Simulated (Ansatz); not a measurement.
A trial structure of CdFeC₄N₄ was built thus: two interpenetrating cyanide-bridged diamond nets (P-43m, No. 215). Its size is a rough estimate.

```yaml
crystal:
  lattice:
    - [6.00560, 0.00000, 0.00000]
    - [0.00000, 6.00560, 0.00000]
    - [0.00000, 0.00000, 6.00560]
  atoms:
    - { symbol: Cd, position: [0.00000, 0.00000, 0.00000] }
    - { symbol: Fe, position: [0.50000, 0.50000, 0.50000] }
    - { symbol: C, position: [0.19237, 0.19237, 0.19237] }
    - { symbol: C, position: [0.19237, 0.80763, 0.80763] }
    - { symbol: C, position: [0.80763, 0.19237, 0.80763] }
    - { symbol: C, position: [0.80763, 0.80763, 0.19237] }
    - { symbol: N, position: [0.30485, 0.30485, 0.30485] }
    - { symbol: N, position: [0.30485, 0.69515, 0.69515] }
    - { symbol: N, position: [0.69515, 0.30485, 0.69515] }
    - { symbol: N, position: [0.69515, 0.69515, 0.30485] }
```

Level of theory: Ansatz, DFT PBE, scalar-relativistic, plane waves, PAW. Cutoff 420 eV, Gaussian smearing, Γ-centred meshes. Cell and atoms relax first on a coarse mesh and then on a finer one. In between, the cell is made exact in the group found at 0.06 Å. In metals the finer mesh still leaves noise of several meV/atom or more. The steps can't lower the symmetry of their start. Collinear spin, starting moments Fe 4.0 μB.

A guess keeps its type if space group and coordination stay and the shape of the cell changes little (axis ratios within about 15 %, angles within 6°); the volume may change.

Q: Does it keep its structure type, or change into something else?

A: It keeps its type. The symmetry stays P-43m (No. 215). The volume per atom grows by 9.3 %, from 21.7 to 23.7 Å³. The shortest distance stays 1.17 Å (C–N). Counting neighbours within 15 % of an atom's shortest distance, the start has C 1, Cd 4, Fe 4, N 1 and the end C 1, Cd 4, Fe 4, N 1.

Formation energies are uncorrected and refer to the elements' standard structures at the same level (N₂ as a molecule).

Q: At what energy does it end?

A: +0.41 eV/atom. A positive value: parting into the elements would lower its energy.

The last run used collinear spin, a 6×6×6 mesh for its 10-atom cell and Gaussian smearing of 0.10 eV. In such compounds of Fe a zero gap at this level may well be an artefact, since no Hubbard U is applied. The reference form of C is held partly by dispersion forces, which this level lacks. Another magnetic order may lie lower. Symmetry constrained the relaxation, so the result can be a saddle point.
